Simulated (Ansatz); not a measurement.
Relaxed-ion elastic tensor of Mg in space group P6/mmm (No. 191; Mg on 2e, Mg on 2d, Mg on 3f) in GPa (Voigt order), plane-wave PAW PBEsol (Ansatz code); density 1.73 g/cm³, 23.26 Å³ per atom.

```
62.7  26.0  15.3   0.0   0.0   0.0
26.0  62.7  15.3   0.0   0.0   0.0
15.3  15.3  76.1   0.0   0.0   0.0
 0.0   0.0   0.0   0.2   0.0   0.0
 0.0   0.0   0.0   0.0   0.2   0.0
 0.0   0.0   0.0   0.0   0.0  18.3
```

Is the crystal mechanically stable?

On the edge, within the error: the smallest eigenvalue of C is 0.2 GPa.

Work out the Voigt and Reuss bounds. Is their mean of use?

K_V = 35.0, K_R = 35.0; G_V = 13.4, G_R = 0.6 GPa. The bounds lie so far apart that a Hill average or a Debye temperature from it would say little.

The start of the workflow was typed in or built on a structure type; the Crystallography Open Database copy checked does not list it. It is not the phase usual at ambient conditions (space group No. 194). The PBEsol relaxation kept the symmetry of its start; whether a distortion lowers the energy is not shown. As this level gives no gap, shear constants depend on the k-mesh and smearing (Fermi–Dirac, 0.1 eV here).

Potentials: the later of the program's two PAW sets.
